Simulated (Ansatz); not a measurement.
KBr (rock salt, Fm-3m), a = b = c = 6.609 Å, α = β = γ = 90.00°; the cell used has 2 atoms.

Relaxed with r²SCAN.

Problem. Give the optical modes at the zone centre with their infrared and Raman activity from DFPT, DFT-r²SCAN in the program Ansatz with PAW potentials.

Solution. Transverse frequencies, without the LO–TO term; a row sums one degenerate level.

```
ω (cm⁻¹)  degeneracy  IR ((D/Å)²/amu)  Raman (Å⁴/amu)  activity  symmetry
--------  ----------  ---------------  --------------  --------  --------
116                3             3.23               0        IR       T1u
```

Problem. How high does the top mode go among those that the LO–TO term moves?

Solution. 163 cm⁻¹ for q along x.

The r²SCAN relaxation kept the symmetry of its start; phonons on a q-mesh show no instability.

Potentials: the later of the program's two PAW sets.
